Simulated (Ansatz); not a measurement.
Y₂N in space group P4/nmm (No. 129; Y on 2a, Y on 2c, N on 2c) under volume change, r²SCAN+D4 (plane waves, PAW; program Ansatz), shape and atoms relaxed at each volume.

```json
[
 {"V (Å³/atom)": "22.227", "E − E(relaxed) (meV/atom)": "36.0", "P (GPa)": "5.55"},
 {"V (Å³/atom)": "22.960", "E − E(relaxed) (meV/atom)": "15.4", "P (GPa)": "3.50"},
 {"V (Å³/atom)": "23.693", "E − E(relaxed) (meV/atom)": "3.7", "P (GPa)": "1.64"},
 {"V (Å³/atom)": "24.426", "E − E(relaxed) (meV/atom)": "0.0", "P (GPa)": "0.00"},
 {"V (Å³/atom)": "25.158", "E − E(relaxed) (meV/atom)": "3.5", "P (GPa)": "-1.50"},
 {"V (Å³/atom)": "25.891", "E − E(relaxed) (meV/atom)": "13.4", "P (GPa)": "-2.84"},
 {"V (Å³/atom)": "26.624", "E − E(relaxed) (meV/atom)": "29.1", "P (GPa)": "-4.05"}
]
```

Question: What does a third-order Birch–Murnaghan fit give for V₀, B₀ and B′?

Answer: V₀ = 24.42 Å³/atom, B₀ = 52.5 GPa, B′ = 2.6.

The cell is a constructed one: a structure type filled with these elements; neither database checked (COD, Materials Project) lists it. Whether it is the stable phase at ambient conditions was not checked. The cell was relaxed with r²SCAN+D4 under the symmetry of its start; whether a distortion lowers the energy is not shown. No spin polarisation was allowed.

Potentials: the earlier of the program's two PAW sets.
